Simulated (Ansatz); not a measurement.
ZnCu$_{2}$SnS$_{4}$:
```
CELL_PARAMETERS angstrom
     -2.70701     2.70701     5.41051
      2.70701    -2.70701     5.41051
      2.70701     2.70701    -5.41051
ATOMIC_POSITIONS crystal
  Cu 0.00000 0.00000 0.00000
  Cu 0.75000 0.25000 0.50000
  Zn 0.25000 0.75000 0.50000
  Sn 0.50000 0.50000 0.00000
  S  0.63518 0.62871 0.52216
  S  0.10655 0.11302 0.47784
  S  0.37129 0.89345 0.00647
  S  0.88698 0.36482 0.99353
```

Relaxed with r²SCAN. Independent-particle spectrum: no excitons, no local fields, no scissors shift; 0.1 eV broadening; ε₁ of the summed bands alone.

Task: Tabulate the dielectric function from r²SCAN in the plane-wave PAW code Ansatz.

Result: 

```tsv
E (eV)	ε₁ xx	ε₂ xx	ε₁ zz	ε₂ zz
0.0	9.60	0.00	9.43	0.00
0.3	9.84	0.00	9.75	0.01
0.6	10.87	0.96	10.36	1.39
0.9	10.28	1.99	9.69	1.91
1.2	10.38	2.48	9.81	2.18
1.5	11.47	4.17	10.43	3.73
1.8	6.75	6.89	7.56	6.31
2.1	5.86	3.82	6.37	3.50
2.4	6.33	3.39	6.57	3.34
2.7	6.59	3.52	6.87	3.34
3.0	7.03	2.41	7.49	2.89
3.3	8.40	3.34	7.63	3.99
3.6	8.02	4.70	7.64	4.24
3.9	7.60	5.58	8.63	4.93
4.2	7.71	5.41	6.76	6.77
4.5	7.96	7.50	6.57	6.63
4.8	4.69	8.64	4.59	7.68
5.1	3.55	6.81	3.05	5.82
5.4	4.59	6.81	4.47	4.83
5.7	3.60	6.28	4.95	4.94
6.0	3.60	6.08	6.93	5.89
6.3	4.90	7.41	7.21	9.06
6.6	3.28	7.98	3.96	11.62
6.9	2.90	8.44	-0.30	10.08
7.2	0.62	9.41	-0.92	9.08
7.5	-0.61	8.10	-1.85	7.51
7.8	-2.13	7.19	-2.07	5.64
8.1	-1.64	5.28	-1.12	4.53
8.4	-0.98	5.11	-0.70	4.73
8.7	-0.72	4.72	-0.50	4.71
9.0	-0.92	5.39	-0.07	4.55
9.3	-1.48	4.65	-0.21	5.20
9.6	-1.81	4.43	-1.94	5.09
9.9	-2.15	3.66	-1.98	4.06
10.2	-1.86	3.31	-1.96	3.66
10.5	-1.79	3.08	-1.93	3.34
10.8	-1.87	2.80	-2.07	2.88
11.1	-1.80	2.42	-2.04	2.48
11.4	-1.66	2.19	-1.84	2.06
11.7	-1.55	2.01	-1.50	1.83
12.0	-1.57	1.71	-1.43	1.73
```

Task: From ε at 1.4 eV (xx: 10.94 + 3.21i), find n, k, the normal reflectivity and the absorption coefficient.

Result: n = 3.34, k = 0.480, R = 30 %, α = 2kE/ħc = 68000 cm⁻¹.

With all bands, ε∞ without local fields is 9.71 (xx = yy), 9.55 (zz).

Space group I-4. The r²SCAN relaxation kept the symmetry of its start. No spin polarisation was allowed. Spin–orbit coupling is left out wherever it is not named.

Potentials: the later of the program's two PAW sets.
